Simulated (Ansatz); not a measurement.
Relaxed-ion elastic tensor of C (diamond, space group No. 227) in GPa (Voigt order), r²SCAN in the plane-wave PAW code Ansatz; density 3.54 g/cm³, 5.64 Å³ per atom.

```json
[
 {"": "1", "1": "1110", "2": "120", "3": "120", "4": "0.0", "5": "0.0", "6": "0.0"},
 {"": "2", "1": "120", "2": "1110", "3": "120", "4": "0.0", "5": "0.0", "6": "0.0"},
 {"": "3", "1": "120", "2": "120", "3": "1110", "4": "0.0", "5": "0.0", "6": "0.0"},
 {"": "4", "1": "0.0", "2": "0.0", "3": "0.0", "4": "586", "5": "0.0", "6": "0.0"},
 {"": "5", "1": "0.0", "2": "0.0", "3": "0.0", "4": "0.0", "5": "586", "6": "0.0"},
 {"": "6", "1": "0.0", "2": "0.0", "3": "0.0", "4": "0.0", "5": "0.0", "6": "586"}
]
```

### Question
Is the crystal mechanically stable?

### Answer
Yes: the smallest eigenvalue of C is 586 GPa.

### Question
Work out the Voigt, Reuss and Hill averages.

### Answer
K_V = 450, K_R = 450, K_H = 450; G_V = 550, G_R = 546, G_H = 548 GPa.

### Question
Give Young's modulus, Poisson's ratio, Pugh's ratio and the universal anisotropy index.

### Answer
E = 9KG/(3K + G) = 1170 GPa; ν = 0.07; K/G = 0.82 (brittle by the Pugh limit of 1.75); A_U = 5G_V/G_R + K_V/K_R − 6 = 0.03.

### Question
Estimate the sound speeds and the Debye temperature.

### Answer
v_l = √((K + 4G/3)/ρ) = 18300 m/s, v_t = √(G/ρ) = 12400 m/s, mean 13600 m/s; Θ = (h/k)(3n/4πV)^(1/3) v_m = 2270 K.

### Question
Give the Zener ratio and Young's modulus along [100], [110] and [111].

### Answer
A = 2C44/(C11 − C12) = 1.18; 1/E = S11 − 2(S11 − S12 − S44/2)Γ with Γ = 0, 1/4, 1/3 gives 1090, 1190, 1230 GPa.

### Question
Solve the Christoffel equation for the three sound speeds along [100], [110], [111].

### Answer
Eigenvalues of C_ijkl n_j n_l equal ρv². In km/s, slowest first: [100] 12.87, 12.87, 17.72; [110] 11.84, 12.87, 18.43; [111] 12.19, 12.19, 18.66.

Space group Fd-3m (diamond). The r²SCAN relaxation kept the symmetry of its start.

Potentials: the earlier of the program's two PAW sets.
